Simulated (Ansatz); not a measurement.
Input, command and steps of an Ansatz relaxation.

```yaml
crystal:
  lattice:
    - [-0.3364535323, -0.1860081132, 5.4930642936]
    - [0.0865653691, 5.4396695427, -0.1988737661]
    - [-9.1823794853, -2.8447811198, 0.618655297]
  atoms:
    - { symbol: Be, position: [0.9522702233, 0.809698496, 0.8276046004] }
    - { symbol: Be, position: [0.0199889945, 0.1155461395, 0.6309649967] }
    - { symbol: Be, position: [0.4301465203, 0.3916741167, 0.5821535226] }
    - { symbol: Be, position: [0.5117637924, 0.2917782143, 0.2910263565] }
    - { symbol: Be, position: [0.4432190656, 0.8441745113, 0.4782536371] }
    - { symbol: Be, position: [0.5962885641, 0.1224923689, 0.8352417012] }
    - { symbol: Be, position: [0.5642587072, 0.6311514301, 0.9744729351] }
    - { symbol: O, position: [0.4175428817, 0.504004359, 0.4377766822] }
    - { symbol: O, position: [0.3085290984, 0.1069267141, 0.5764802762] }
    - { symbol: O, position: [0.4454977453, 0.3531429554, 0.9282078733] }
    - { symbol: O, position: [0.8884164224, 0.0764377747, 0.7943014142] }
    - { symbol: O, position: [0.8537858115, 0.6911269072, 0.9616569721] }
    - { symbol: Zn, position: [0.0929528908, 0.3827250857, 0.9240723202] }
    - { symbol: Zn, position: [0.9561227576, 0.8853057396, 0.1615672759] }
    - { symbol: Se, position: [0.3567353744, 0.7634770247, 0.7929199069] }
    - { symbol: Se, position: [0.3785243741, 0.8823625419, 0.2060507967] }
    - { symbol: Se, position: [0.8384567642, 0.4737173635, 0.6440978507] }
    - { symbol: Se, position: [0.8552381635, 0.3029588475, 0.1474739268] }
    - { symbol: Se, position: [0.8274895424, 0.9192005817, 0.4231566301] }
    - { symbol: Cd, position: [0.021659324, 0.4820422671, 0.3924275328] }
  symmetry: { detect: false }
basis:
  ecutwfc: 420
kpoints:
  mp_grid: { grid: [3, 4, 2] }
hamiltonian:
  xc: pbesol
scf:
  occupations: { method: gaussian, width: 0.1 }
  lower_state_search: "off"
output:
  forces: true
  stress: true
  eigenvalues: true
relax:
  adjacent_minimum: "off"
  f_tol: 0.04
  max_steps: 25
  cell: { stress_tol: 0.3 }
```

```bash
ansatz run input.yaml --threads 4 --pin off --max-ram 9216MiB --backend cpu --events-out ev --progress --plain --runs-dir out
```

Method: Ansatz 0.2.0, DFT PBEsol, scalar-relativistic, plane waves, PAW.

Of 3 frames 2 are shown, positions in Å and forces in eV/Å; the SCF threshold varies from step to step. Steps run on the plane waves of an earlier cell, with a Pulay correction in the pressure. The basis is chosen afresh for the last frame, the zero of the energies, and at times for earlier ones too; energy and pressure can step there, also at an unchanged geometry. Where two frames share a geometry here, they differ by under 2 meV/atom and 0.3 GPa.

```xyz
20
Lattice="-0.3365 -0.1860 5.4931 0.0866 5.4397 -0.1989 -9.1824 -2.8448 0.6187" Properties=species:S:1:pos:R:3:forces:R:3 pbc="T T T" step=1 free_energy_over_end_meV_per_atom=0.17 pressure_GPa=0.12
Be   -7.8497    1.8730    5.5819    0.0344   -0.0118   -0.0145
Be   -5.7905   -1.1701    0.4772    0.0095    0.0113   -0.0308
Be   -5.4564    0.3945    2.6451   -0.0160   -0.0034    0.0073
Be   -2.8192    0.6641    2.9332   -0.0308    0.0505   -0.0064
Be   -4.4676    3.1491    2.5626   -0.0069    0.0021    0.0003
Be   -7.8595   -1.8207    3.7678   -0.0054   -0.0216    0.0069
Be   -9.0832    0.5561    3.5769    0.0287    0.0147   -0.0071
O    -4.1167    1.4186    2.4642   -0.0179   -0.0099   -0.0088
O    -5.3880   -1.1157    2.0301    0.0107    0.0074    0.0062
O    -8.6425   -0.8024    2.9512    0.0032   -0.0380    0.0120
O    -7.5859   -2.0091    5.3563   -0.0150    0.0262    0.0233
O    -9.0577    0.8650    5.1474   -0.0430   -0.0087   -0.0379
Zn   -8.4833   -0.5642    1.0062    0.0143    0.0236   -0.0081
Zn   -1.7286    4.1783    5.1759    0.0402   -0.0022    0.0448
Se   -7.3348    1.8310    2.2983   -0.0301   -0.0011    0.0107
Se   -1.9430    4.1432    2.0313    0.0622   -0.0625   -0.0277
Se   -6.1554    0.5886    4.9100   -0.0354   -0.0297    0.0053
Se   -1.6157    1.0694    4.7289    0.0776    0.0060    0.0000
Se   -4.0844    3.6424    4.6244   -0.0616    0.0084    0.0041
Cd   -3.5690    1.5018    0.2659   -0.0186    0.0388    0.0205
20
Lattice="-0.3414 -0.1901 5.4935 0.0866 5.4321 -0.2032 -9.2069 -2.8407 0.6278" Properties=species:S:1:pos:R:3:forces:R:3 pbc="T T T" step=3 free_energy_over_end_meV_per_atom=0.00 pressure_GPa=-0.01
Be   -7.8743    1.8624    5.5855    0.0145   -0.0082   -0.0139
Be   -5.8072   -1.1694    0.4813   -0.0042    0.0145   -0.0131
Be   -5.4744    0.3957    2.6501   -0.0148   -0.0134   -0.0015
Be   -2.8312    0.6643    2.9323   -0.0055    0.0218    0.0055
Be   -4.4823    3.1463    2.5647   -0.0189    0.0018    0.0070
Be   -7.8861   -1.8280    3.7780   -0.0145    0.0044    0.0002
Be   -9.1041    0.5498    3.5809    0.0099    0.0048    0.0072
O    -4.1319    1.4159    2.4653   -0.0199    0.0055    0.0079
O    -5.4035   -1.1133    2.0342    0.0250   -0.0316    0.0118
O    -8.6669   -0.8110    2.9579    0.0076   -0.0255    0.0230
O    -7.6108   -2.0113    5.3667   -0.0077    0.0169    0.0112
O    -9.0872    0.8590    5.1512    0.0024    0.0044   -0.0307
Zn   -8.5043   -0.5630    1.0137    0.0107    0.0161   -0.0056
Zn   -1.7330    4.1678    5.1751    0.0308   -0.0017    0.0321
Se   -7.3622    1.8208    2.3020    0.0176   -0.0075    0.0055
Se   -1.9376    4.1318    2.0287   -0.0056   -0.0227   -0.0242
Se   -6.1775    0.5826    4.9149   -0.0190    0.0200    0.0088
Se   -1.6206    1.0667    4.7290   -0.0221    0.0035    0.0103
Se   -4.1022    3.6449    4.6267   -0.0059   -0.0176   -0.0202
Cd   -3.5805    1.5098    0.2667    0.0197    0.0145   -0.0213
```

It took 13 s on 4 threads of AMD EPYC 9R45 96-Core Processor (Zen 5), on a shared host, peak memory 1.2 GiB.

The k mesh is coarse.